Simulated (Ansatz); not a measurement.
## Run record: elastic constants by finite strains of ScPd₃ (Pm-3m)

Method: LDA, PAW on Ansatz 0.2.0's default frozen-core files (fitted under PBE), scalar-relativistic.

The cell comes from a PAW relaxation under the same functional.

The structure is one entry of a database and needn't be the stable phase.

Command:

```sh
ansatz run input.yaml --threads 2 --pin off --max-ram 5120MiB --backend cpu --events-out ev --progress --plain --runs-dir out
```

Input file:

```yaml
crystal:
  lattice:
    - [3.90265229294, 0.0, 0.0]
    - [0.0, 3.90265229294, 0.0]
    - [0.0, 0.0, 3.90265229294]
  atoms:
    - { symbol: Sc, position: [0.0, 0.0, 0.0] }
    - { symbol: Pd, position: [0.0, 0.5, 0.5] }
    - { symbol: Pd, position: [0.5, 0.0, 0.5] }
    - { symbol: Pd, position: [0.5, 0.5, 0.0] }
kpoints:
  mp_grid: { grid: [10, 10, 10] }
scf:
  occupations: { method: fermi_dirac, width: 0.1 }
hamiltonian:
  xc: lda
  pseudopotentials: { kind: paw }
elastic:
  mode: relaxed_ion
  stencil: two_point
  amplitude: 0.008
```

Output (shortened where marked):

```
Warning: RAYON_NUM_THREADS=2 ignored (pool sized by the plan → 2); use --threads N
Engine: ansatz 0.2.0, x86_64-unknown-linux-gnu
Pseudopotentials: kind: paw
Pseudopotential: Sc, paw, valence charge 11, recommended cutoff 420 eV (normal), Sc.paw.azcp
Pseudopotential: Pd, paw, valence charge 18, recommended cutoff 420 eV (normal), Pd.paw.azcp
Functional definition: SPW92
  exchange = slater_x
  correlation = pw_c
Crystal: 4 atoms, lattice volume = 59.440 Å³
Basis set: ecut = 420 eV, 1189 PW (Γ)
Bands: 39, of which v1, the nominal top of the filled ones, is band 33 counted from 1 (32 counted from 0)
Symmetry: 48 space group operations
Space group: Pm-3m (ITA 221), of the structure as read, at distance tolerance 3.9e-5 Å
k-points: 56 of 1000
Non-local potential: Sc, projectors of the file, l = 0: 3, l = 1: 2, l = 2: 3, l = 3: 1
Non-local potential: Pd, projectors of the file, l = 0: 2, l = 1: 2, l = 2: 2, l = 3: 1
PAW form: soft (Blöchl's): semilocal exchange-correlation on the pseudo side does not see the compensation charge
PAW frozen core: Sc, regenerated for the run's functional, and the local potential with it (the file was generated under x = pbe(κ = 0.804, μ = 0.2195149727645171), c = pbe(β = 0.06672455060314922))
PAW frozen core: Pd, regenerated for the run's functional, and the local potential with it (the file was generated under x = pbe(κ = 0.804, μ = 0.2195149727645171), c = pbe(β = 0.06672455060314922))
PAW one-centre angular grid: Sc, 590 points (default); XC on 64 Gauss nodes
PAW one-centre angular grid: Pd, 590 points (default); XC on 64 Gauss nodes
Initial density: superposition of atomic densities (neutral atoms: chi_scale 0, normalization atom), corrected by the library's trained network
Initial wavefunctions: pseudopotential atomic-orbital guess
Functional: x = slater, c = lda
SCF iter   1: F=—  HF=-22626.430392 eV  |F-HF|=—  |Δ(HF+E_count)|=         —  Δρ=1.74e-2  dr2=2.40e-1  ethr=1.77e-3  ⟨swp⟩=5.1  Hψ=7491  notcnv=0
preconditioner: auto → Kerker (q_TF=auto, 2.769 Å⁻¹)  [metal: Δε(μ)=0.014 eV  Ē_g=9.532 eV  σ=0.100 eV  W_gap=0.04  n_scr=18 (ndim 8)  ℏωp=30.1 eV  f_vac=0.000  D(μ)=3.01/eV (n_scr^D=26)]
SCF iter   2: F=—  HF=-22626.402456 eV  |F-HF|=—  |Δ(HF+E_count)|=   2.79e-2  Δρ=6.85e-3  dr2=4.55e-2  ethr=3.69e-4  ⟨swp⟩=1.0  Hψ=2633  notcnv=0
SCF iter   3: F=—  HF=-22626.396515 eV  |F-HF|=—  |Δ(HF+E_count)|=   5.94e-3  Δρ=1.78e-3  dr2=4.12e-3  ethr=6.99e-5  ⟨swp⟩=1.2  Hψ=2191  notcnv=0
SCF iter   4: F=—  HF=-22626.395829 eV  |F-HF|=—  |Δ(HF+E_count)|=   6.86e-4  Δρ=3.87e-4  dr2=1.12e-4  ethr=6.34e-6  ⟨swp⟩=1.7  Hψ=2401  notcnv=0
SCF iter   5: F=—  HF=-22626.395793 eV  |F-HF|=—  |Δ(HF+E_count)|=   3.63e-5  Δρ=7.24e-5  dr2=2.52e-6  ethr=1.72e-7  ⟨swp⟩=2.0  Hψ=3073  notcnv=0
SCF iter   6: F=—  HF=-22626.395801 eV  |F-HF|=—  |Δ(HF+E_count)|=   8.18e-6  Δρ=7.12e-6  dr2=3.46e-8  ethr=3.88e-9  ⟨swp⟩=2.4  Hψ=3273  notcnv=0
SCF iter   7: F=—  HF=-22626.395801 eV  |F-HF|=—  |Δ(HF+E_count)|=   7.77e-9  Δρ=1.98e-6  dr2=3.23e-9  ethr=5.33e-11  ⟨swp⟩=2.0  Hψ=3043  notcnv=0
SCF iter   8: F=—  HF=-22626.395801 eV  |F-HF|=—  |Δ(HF+E_count)|=  7.93e-10  Δρ=4.37e-7  dr2=1.56e-10  ethr=4.97e-12  ⟨swp⟩=2.0  Hψ=3039  notcnv=0
[... 54 lines left out ...]
SCF iter   3: F=—  HF=-22626.394579 eV  |F-HF|=—  |Δ(HF+E_count)|=   8.26e-7  Δρ=5.22e-6  dr2=3.05e-9  ethr=9.92e-11  ⟨swp⟩=1.0  Hψ=7245  notcnv=0  defer=7
SCF iter   4: F=—  HF=-22626.394579 eV  |F-HF|=—  |Δ(HF+E_count)|=   5.98e-9  Δρ=9.50e-7  dr2=6.73e-10  ethr=4.69e-12  ⟨swp⟩=2.3  Hψ=9560  notcnv=0  defer=7
SCF iter   5: F=—  HF=-22626.394579 eV  |F-HF|=—  |Δ(HF+E_count)|=  8.73e-11  Δρ=1.23e-7  dr2=9.16e-12  ethr=1.03e-12  ⟨swp⟩=2.0  Hψ=9816  notcnv=0  defer=7
SCF iter   6: F=—  HF=-22626.394579 eV  |F-HF|=—  |Δ(HF+E_count)|=    0.00e0  Δρ=3.30e-8  dr2=6.06e-13  ethr=1.41e-14 (applied; sched 1.00e-12)  ⟨swp⟩=2.2  Hψ=9841  notcnv=0  defer=9
SCF iter   7: F=—  HF=-22626.394579 eV  |F-HF|=—  |Δ(HF+E_count)|=    0.00e0  Δρ=1.29e-8  dr2=1.34e-13  ethr=1.00e-12  ⟨swp⟩=4.0  Hψ=23169  notcnv=0
SCF iter   8: F=-22626.394579 eV  HF=-22626.394579 eV  |F-HF|=0.00e0  |Δ(HF+E_count)|=  3.64e-12  Δρ=2.64e-9  dr2=4.48e-15  ethr=1.00e-12  ⟨swp⟩=3.3  Hψ=20209  notcnv=0
SCF 5 converged in 8 iterations: F = -22626.394579 eV  dr2 = 4.48e-15
SCF converged after 11 iterations
Free energy (F): -22626.395801 eV
Harris-Foulkes:  -22626.395801 eV  (|F-HF|=3.64e-12)
Internal energy: -22626.313258 eV  (E = F + TS)
E sigma→0 (E₀):  -22626.354530 eV
Entropy (-TS):   -0.082543 eV (-20.636 meV/atom)
Fermi energy:    18.715169 eV
--- Per-component energies (eV) ---
  E_band       = -542.797368
  E_kinetic    = 1811.591647
  E_local      = -6206.744569  (includes V_loc(G=0)·N_el)
  E_nonlocal   = 751.296126
  E_hartree    = 2492.051973
  E_xc         = -611.487290
  E_vxc        = -769.506608  (∫ρ·V_xc dr)
  E_paw        = -11778.313729  (= ΣΔE_a)
  E_vpaw       = -1113.538529  (= ΣTr[D̂ρ^β])
  E_aug_tail   = 0.000622  (compensation charges beyond the density's cutoff)
  E_ewald      = -9087.055163
  E_core_change = 2.347124  (= ΣΔE_core)
  E_smearing   = -0.082543  (= −TS)
  E_closure    = -0.000000  (closes the sum)
  Σ components = -22626.395801   (vs F -22626.395801, Δ=0.00e0)
--- Forces (eV/Å), atoms counted from 1 ---
  atom   1  Sc    -0.00000000     0.00000000    -0.00000000
  atom   2  Pd     0.00000000     0.00000000     0.00000000
  atom   3  Pd     0.00000000    -0.00000000     0.00000000
  atom   4  Pd     0.00000000     0.00000000     0.00000000
  max |Σ_I F_I| component: 2.32e-28 eV/Å
--- Stress (GPa, compression-positive) ---
        0.010344      -0.000000       0.000000
        0.000000       0.010344       0.000000
        0.000000       0.000000       0.010344
  P = ⅓ Tr σ = 0.0103 GPa (0.103 kbar)
--- Elastic constants: 2 strain directions × 2 members + reference (group order 48) ---
  dense FFT box of the reference and of every strained cell: 27×27×27
  strains applied: 11, 23; error gains: componentwise 1.00 (the most a stress slope's error grows in a printed constant), spectral 1.73 (1 for all six strains in a standard setting)
  C = ∂σ_k/∂η_j (tension-positive GPa; Voigt order 11 22 33 23 13 12):
       243.039    157.722    157.722     -0.000     -0.000     -0.000
       157.722    243.039    157.722     -0.000     -0.000     -0.000
       157.722    157.722    243.039     -0.000     -0.000     -0.000
         0.000      0.000     -0.000    103.495      0.000      0.000
         0.000     -0.000     -0.000      0.000    103.495      0.000
        -0.000      0.000     -0.000      0.000      0.000    103.495
  reference stress σ⁰ (GPa):     -0.010     -0.010     -0.010     -0.000     -0.000      0.000
  C* (energy form; C + prestress term) asymmetry max|C*_kj − C*_jk| = 5.684e-14 GPa — a small one proves nothing (zero by symmetry where the batch's group is 432, −43m or m−3m); a large one is finite-difference/SCF noise where ...
  moduli (Voigt/Reuss/Hill, GPa): K = 186.16/186.16/186.16   G = 79.16/65.90/72.53   E = 192.58   ν = 0.328
  mechanically stable: yes (min eigenvalue of sym C = 85.32 GPa)
  strain η (Voigt 11):  stress-route row diagonal C_11 = 243.04 GPa, energy-path curvature d²(F+E_count+ΔE)/dδ²/Ω₀ = 242.94 GPa
         δ    σ_11 (GPa)             F (eV)   n_scf  n_hpsi   n_pw
    -8.000e-3      -1.9983      -22626.3928535      11   94173   1189   relax 0 steps, max|allowed force component| 2.48e-28 eV/Å
     8.000e-3       1.8904      -22626.3929936       8   76103   1189   relax 0 steps, max|allowed force component| 1.29e-28 eV/Å
  strain η (Voigt 23):  stress-route row diagonal C_44 = 103.49 GPa, energy-path curvature d²(F+E_count+ΔE)/dδ²/Ω₀ = 103.49 GPa
         δ    σ_23 (GPa)             F (eV)   n_scf  n_hpsi   n_pw
    -8.000e-3      -0.8280      -22626.3945793       9  136250   1189   relax 0 steps, max|allowed force component| 6.31e-30 eV/Å
     8.000e-3       0.8280      -22626.3945793       8  118306   1189   relax 0 steps, max|allowed force component| 5.92e-31 eV/Å
```

The run converged.

### Elastic constants

Elastic constants of a crystal by Kohn-Sham DFT: slopes of the stress over finite engineering strains of the given cell, Voigt indices, Cartesian axes as in the input.

```
Pressure at rest         : 0.01 GPa
Least elastic eigenvalue : 85.32 GPa
Elastically stable       : yes
```

```csv
index,elastic (GPa)
11,243
12,157.7
44,103.5
```

**Elastic moduli**

Hill averages of a grain aggregate, Debye temperature from the mean sound speed over directions.

```
Bulk modulus                     : 186.2 GPa
Shear modulus                    : 72.53 GPa
Young modulus                    : 192.6 GPa
Poisson ratio                    : 0.3276
Bulk over shear modulus          : 2.567
Elastic anisotropy index         : 1.006
Least young modulus              : 118.9 GPa
Largest young modulus            : 261.9 GPa
Longitudinal sound speed         : 5273 m/s
Transverse sound speed           : 2670 m/s
Elastic debye temperature        : 358 K
Linear compressibility (x, y, z) : 1.791, 1.791, 1.791 1/TPa
Zener ratio                      : 2.426
Cauchy pressure                  : 54.23 GPa
```

Strained cells:

Stress of each strained cell less that at rest, tension positive.

```csv
strain component,strain,stress xx (GPa),stress yy (GPa),stress zz (GPa),stress yz (GPa),stress xz (GPa),stress xy (GPa),relaxation steps
xx,-0.008,-1.988,-1.297,-1.297,0,0,0,0
xx,0.008,1.901,1.226,1.226,0,0,0,0
yz,-0.008,-0.0001,-0.0194,-0.0194,-0.828,0,0,0
yz,0.008,-0.0001,-0.0194,-0.0194,0.828,0,0,0
```

Caveats: frozen-core PAW files fitted under PBE, their cores solved anew for the functional of the run; responses of metals move with mesh and smearing.

Time and hardware: 92 s on 2 threads of Intel(R) Xeon(R) Processor @ 2.50GHz (Skylake/Cascade Lake), on a shared host, peak memory 0.63 GiB.
